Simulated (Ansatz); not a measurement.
B₂W in space group P6_3/mmc (No. 194; W on 2c, B on 4f), DFT-r²SCAN in the program Ansatz with PAW potentials, all energies at zero smearing, with the estimated change up to a 700 eV cutoff added, with one set of potentials and settings (totals compare only within such a set). Cell of 6 atoms (2 W, 4 B): -21424.937 eV.

```tsv
element	reference phase	E (eV/atom)
W	Im-3m, 1 atoms in the cell	-10398.2538
B	R-3m, 12 atoms in the cell	-156.5545
```

Formation energy per atom, worked out: (-21424.937 − 2×(-10398.2538) − 4×(-156.5545))/6 = -0.369 eV/atom (-36 kJ per mol of atoms), at 0 K, without zero-point energy or fitted corrections.

The start of the workflow was typed in or built on a structure type; the Crystallography Open Database files this formula in space group No. 194, but the cells were not matched. Its standing as an ambient phase is unchecked. The r²SCAN relaxation kept the symmetry of its start; its stability against distortions is not shown here. The run is not spin-polarised. The references are the lowest solids computed at this level, not always the standard phases. Spin–orbit coupling is left out wherever it is not named.

Potentials: the earlier of the program's two PAW sets.
